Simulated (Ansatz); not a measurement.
B (α-B12), relaxed with PBE (Ansatz, a program for electronic structure, plane waves, PAW): a = 4.899 Å, b = 4.899 Å, c = 12.546 Å, α = 90.00°, β = 90.00°, γ = 120.00°.

- gap (eV) = 1.44

Problem. The same phase is relaxed and computed with PBE+D3(BJ) in the same code. What are the cell and these values now?

Solution. a = b = 4.861 Å, c = 12.463 Å, α = β = 90.00°, γ = 120.00°.

gap (eV): 1.37

All cells were relaxed under the symmetry of their starts (and spin orders); stability against distortions was not tested throughout.

Potentials: the later of the program's two PAW sets.

Ansatz is a plane-wave DFT program.
